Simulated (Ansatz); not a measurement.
Y (hcp, Mg type)

```
Y
1.0
    3.65564     0.00000     0.00000
   -1.82782     3.16588     0.00000
    0.00000     0.00000     5.67870
Y
2
Direct
  0.33333   0.66667   0.75000
  0.66667   0.33333   0.25000
```

This relaxed cell (volume V₀) is scaled evenly in all directions, its shape held. Symmetry pins the atoms to their sites.

Calculation: PBE (plane waves to 420 eV, PAW, scalar-relativistic; Ansatz, a first-principles code). k mesh 15×15×8 (Γ-centred), Fermi-Dirac smearing 0.05 eV. The energy includes the smearing's −TS. With the shape held, the modulus is that of even scaling; a crystal free to change shape is softer. Y is run without spin polarisation. Y was relaxed with its symmetry unable to fall. The zero of ΔE is the relaxed starting cell. The last digit holds for this mesh only.

```
V (Å³/atom)  ΔE (meV/atom)
-----------  -------------
27.603               133.8
28.917                71.1
30.232                29.9
31.546                 7.1
32.861                 0.0
34.175                 6.3
35.490                24.0
36.804                51.3
38.118                86.8
```

Task: What is the fitted pressure derivative B₀′?

Result: 3.0.

Task: What bulk modulus at fixed cell shape B₀ follows from a third-order Birch-Murnaghan fit?

Result: 40.6 GPa. Check by three points about V = 32.861 Å³/atom, step 2.629: d²E/dV² ≈ (30 − 2·0 + 24) meV / 2.629² = 0.00781 eV/Å⁶, and V·d²E/dV² × 160.2 = 41.1 GPa.

(A scan under strain: stresses follow from slopes of the energy per volume, elastic moduli from its curvatures.)
